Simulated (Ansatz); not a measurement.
## TiFe (Pm-3m): bands, slopes and optics on a fine k mesh

Method: PBEsol, PAW on Ansatz 0.2.0's default frozen-core files (fitted under PBE), scalar-relativistic.

The cell comes from a PAW relaxation under the same functional.

Launched as:

```sh
ansatz run input.yaml --threads 2 --pin off --max-ram 6144MiB --backend cpu --events-out ev --progress --plain --runs-dir out
```

Input file:

```yaml
crystal:
  lattice:
    - [2.91657576639, 0.0, 0.0]
    - [0.0, 2.91657576639, 0.0]
    - [0.0, 0.0, 2.91657576639]
  atoms:
    - { symbol: Ti, position: [0.5, 0.5, 0.5] }
    - { symbol: Fe, position: [0.0, 0.0, 0.0] }
kpoints:
  mp_grid: { grid: [12, 12, 12] }
scf:
  occupations: { method: fermi_dirac, width: 0.1 }
hamiltonian:
  xc: pbesol
  pseudopotentials: { kind: paw }
output:
  forces: true
  stress: true
  eigenvalues: true
  eigenstates:
    nscf_kmesh: { grid: [20, 20, 20] }
    de_dk: true
    e_range: [-14, 14]
  optics:
    e_range: [0, 30]
    de: 0.2
    sigma: 0.1
    bands: { spectra_wanted_up_to: 30 }
    nscf_kmesh: { grid: [20, 20, 20] }
    drude_damping: 0.05
checkpoint:
  write: ck
  write_wavefunctions: false
```

Output (shortened where marked):

```
Warning: RAYON_NUM_THREADS=2 ignored (pool sized by the plan → 2); use --threads N
Engine: ansatz 0.2.0, aarch64-unknown-linux-gnu
Pseudopotentials: kind: paw
Pseudopotential: Ti, paw, valence charge 12, recommended cutoff 420 eV (normal), Ti.paw.azcp
Pseudopotential: Fe, paw, valence charge 16, recommended cutoff 420 eV (normal), Fe.paw.azcp
Functional definition: PBEsol
  exchange = pbesol_x
  correlation = pbesol_c
Crystal: 2 atoms, lattice volume = 24.810 Å³
Basis set: ecut = 420 eV, 461 PW (Γ), exchange–correlation on 40×40×40 points (8 copies of the dense FFT grid, shifted against one another)
Bands: 18, of which v1, the nominal top of the filled ones, is band 14 counted from 1 (13 counted from 0)
Symmetry: 48 space group operations
Space group: Pm-3m (ITA 221), of the structure as read, at distance tolerance 2.9e-5 Å
k-points: 84 of 1728
Non-local potential: Ti, projectors of the file, l = 0: 3, l = 1: 2, l = 2: 3, l = 3: 1
Non-local potential: Fe, projectors of the file, l = 0: 3, l = 1: 2, l = 2: 3, l = 3: 1
PAW form: soft (Blöchl's): semilocal exchange-correlation on the pseudo side does not see the compensation charge
PAW frozen core: Ti, regenerated for the run's functional, and the local potential with it (the file was generated under x = pbe(κ = 0.804, μ = 0.2195149727645171), c = pbe(β = 0.06672455060314922))
PAW frozen core: Fe, regenerated for the run's functional, and the local potential with it (the file was generated under x = pbe(κ = 0.804, μ = 0.2195149727645171), c = pbe(β = 0.06672455060314922))
PAW one-centre angular grid: Ti, 590 points (default); XC on 64 Gauss nodes
PAW one-centre angular grid: Fe, 590 points (default); XC on 64 Gauss nodes
Initial density: superposition of atomic densities (neutral atoms: chi_scale 0, normalization atom), corrected by the library's trained network
Initial wavefunctions: pseudopotential atomic-orbital guess
Functional: x = pbesol(κ = 0.804, μ = 0.12345679012345678), c = pbesol(β = 0.046)
[... 5 lines left out ...]
SCF iter   5: F=—  HF=-6923.706912 eV  |F-HF|=—  |Δ(HF+E_count)|=   4.73e-6  Δρ=2.42e-5  dr2=1.02e-7  ethr=2.94e-8  ⟨swp⟩=2.0  Hψ=1962  notcnv=0
SCF iter   6: F=—  HF=-6923.706916 eV  |F-HF|=—  |Δ(HF+E_count)|=   3.67e-6  Δρ=3.48e-6  dr2=1.79e-9  ethr=3.63e-10  ⟨swp⟩=2.0  Hψ=2014  notcnv=0
SCF iter   7: F=-6923.706916 eV  HF=-6923.706916 eV  |F-HF|=7.28e-12  |Δ(HF+E_count)|=  1.86e-10  Δρ=1.97e-7  dr2=7.69e-12  ethr=1.00e-12  ⟨swp⟩=4.1  Hψ=7899  notcnv=0
SCF 1 converged in 7 iterations: F = -6923.706916 eV  dr2 = 7.69e-12
  greatest PAW one-centre occupation: 1.000 electrons in one spin orbital (limit 2), on the Fe atom at site 1 (counted from 0), in its partial waves of l = 0
NSCF: frozen V_eff on 286 k-points
NSCF: frozen V_eff on 286 k-points
output.optics: what the bands over the 41 summed would add to eps1, eps2 and the energy-loss function is held between a lower and an upper bound (6 Lanczos steps). eps1, eps2 and their loss function (loss_summed_bands) are given ...
SCF converged after 7 iterations
Free energy (F): -6923.706916 eV
Harris-Foulkes:  -6923.706916 eV  (|F-HF|=7.28e-12)
Internal energy: -6923.685319 eV  (E = F + TS)
E sigma→0 (E₀):  -6923.696118 eV
Entropy (-TS):   -0.021597 eV (-10.798 meV/atom)
Fermi energy:    18.055030 eV
--- Per-component energies (eV) ---
  E_band       = -321.639421
  E_kinetic    = 632.367435
  E_local      = -2856.231179  (includes V_loc(G=0)·N_el)
  E_nonlocal   = 223.435383
  E_hartree    = 1211.152794
  E_xc         = -216.973096
  E_vxc        = -277.138920  (∫ρ·V_xc dr)
  E_paw        = -2355.923956  (= ΣΔE_a)
  E_vpaw       = -466.378812  (= ΣTr[D̂ρ^β])
  E_aug_tail   = 0.000938  (compensation charges beyond the density's cutoff)
  E_ewald      = -3561.832224
  E_core_change = 0.318586  (= ΣΔE_core)
  E_smearing   = -0.021597  (= −TS)
  E_closure    = -0.000000  (closes the sum)
  Σ components = -6923.706916   (vs F -6923.706916, Δ=0.00e0)
--- Forces (eV/Å), atoms counted from 1 ---
  atom   1  Ti     0.00000000    -0.00000000    -0.00000000
  atom   2  Fe    -0.00000000     0.00000000     0.00000000
  max |Σ_I F_I| component: 1.04e-29 eV/Å
--- Stress (GPa, compression-positive) ---
       -0.000116       0.000000       0.000000
        0.000000      -0.000116      -0.000000
        0.000000      -0.000000      -0.000116
  P = ⅓ Tr σ = -0.0001 GPa (-0.001 kbar)
--- Fermi surface from the table of eigenstates, both spin states counted (twice the sheets' area in a run without spin) ---
  How far the three rows differ hints at the mesh's error and does not bound it.
  reading                E - E_F (eV)   area (Å⁻²)  resistivity times mean free path along x, y, z (Ω·m²), under one mean free path over the surface
  by tetrahedra                0.0394       14.538  2.1028e-15  2.1028e-15  2.1028e-15
  by the states' slopes        0.0554       15.414  1.9834e-15  1.9834e-15  1.9834e-15
  on every second point        0.0257       11.672  2.6191e-15  2.6191e-15  2.6191e-15
```

The run converged.

**Optical peaks**

Independent-particle optical response of a crystal from Kohn-Sham bands on the fine mesh with a Drude term, no local fields or excitons; Cartesian axes as in the input; a zero of eps1 gives a sharp plasmon only where eps2 is small.

```json
{
 "Fine mesh": "20, 20, 20",
 "Window top": "30 eV",
 "Line width": "0.1 eV",
 "Drude damping": "0.05 eV",
 "ε₁ rises through zero at x": "0.63, 3.71, 10.13, 15.72 eV",
 "ε₂ there x": "38.92, 18.67, 1.12, 1.15",
 "Plasma energy (x, y, z)": "4.009, 4.009, 4.009 eV",
 "Reflectivity at 1 eV, x-polarised": "0.5525",
 "Reflectivity at 2 eV, x-polarised": "0.6135",
 "Reflectivity at 3 eV, x-polarised": "0.6812"
}
```

### Optical constants

Normal incidence from vacuum, light polarised along x.

- Fine mesh: 20, 20, 20
- Line width: 0.1 eV
- Drude damping: 0.05 eV

| photon energy (eV) | refractive index | extinction | reflectivity | loss function | absorption (×10⁵ cm⁻¹) |
| --- | --- | --- | --- | --- | --- |
| 1.2 | 5.626 | 2.581 | 0.5549 | 0.0198 | 3.139 |
| 2.4 | 5.075 | 4.071 | 0.6204 | 0.0231 | 9.902 |
| 3.6 | 2.657 | 3.148 | 0.5435 | 0.0581 | 11.48 |
| 4.8 | 1.525 | 4.013 | 0.7287 | 0.036 | 19.52 |
| 6 | 0.804 | 2.891 | 0.7232 | 0.0573 | 17.58 |
| 7.2 | 0.625 | 2.297 | 0.6841 | 0.0894 | 16.77 |
| 8.4 | 0.814 | 1.71 | 0.476 | 0.2163 | 14.56 |
| 9.6 | 0.391 | 1.105 | 0.5047 | 0.4573 | 10.76 |
| 10.8 | 1.124 | 1.039 | 0.1958 | 0.4252 | 11.38 |
| 12 | 0.848 | 1.126 | 0.2758 | 0.4837 | 13.7 |
| 13.2 | 0.818 | 0.972 | 0.2301 | 0.6106 | 13 |
| 14.4 | 0.804 | 0.884 | 0.2029 | 0.6975 | 12.89 |
| 15.6 | 0.757 | 0.774 | 0.1785 | 0.8528 | 12.24 |
| 16.8 | 0.814 | 0.636 | 0.1189 | 0.909 | 10.84 |
| 18 | 0.901 | 0.636 | 0.103 | 0.7752 | 11.6 |
| 19.2 | 0.793 | 0.698 | 0.1432 | 0.888 | 13.59 |
| 20.4 | 0.826 | 0.621 | 0.1117 | 0.899 | 12.84 |
| 21.6 | 0.758 | 0.525 | 0.0991 | 1.1 | 11.48 |
| 22.8 | 0.665 | 0.526 | 0.1274 | 1.354 | 12.14 |
| 24 | 0.67 | 0.341 | 0.0775 | 1.431 | 8.292 |
| 25.2 | 0.738 | 0.249 | 0.0423 | 0.998 | 6.358 |
| 26.4 | 0.842 | 0.168 | 0.0155 | 0.5197 | 4.486 |
| 27.6 | 0.894 | 0.182 | 0.0123 | 0.4701 | 5.104 |
| 28.8 | 0.975 | 0.131 | 0.0045 | 0.2718 | 3.81 |
| 30 | 1.025 | 0.142 | 0.005 | 0.2537 | 4.311 |

### Dielectric function

| Property | Result |
| --- | --- |
| Fine mesh | 20, 20, 20 |
| Line width | 0.1 eV |
| Drude damping | 0.05 eV |

```
photon energy (eV)  dielectric real xx  dielectric imag xx
               1.2               24.99               29.04
               2.4               9.185               41.32
               3.6              -2.846               16.73
               4.8              -13.78               12.24
                 6              -7.713               4.647
               7.2              -4.887               2.874
               8.4              -2.262               2.786
               9.6              -1.069               0.864
              10.8               0.185               2.337
                12               -0.55               1.909
              13.2              -0.276                1.59
              14.4              -0.134               1.421
              15.6              -0.026               1.172
              16.8               0.258               1.036
                18               0.408               1.145
              19.2               0.142               1.108
              20.4               0.298               1.026
              21.6                 0.3               0.796
              22.8               0.166               0.699
                24               0.332               0.457
              25.2               0.483               0.368
              26.4               0.681               0.282
              27.6               0.767               0.326
              28.8               0.934               0.254
                30                1.03               0.291
```

Limits of these numbers: frozen-core PAW files fitted under PBE, their cores solved anew for the functional of the run; these sums move with the mesh, by several per cent and more for small sheets; Fermi surface not resolved by the mesh.

It took 2.3 min on 2 threads of Arm Neoverse N1 (shared host), peak memory 1.3 GiB.
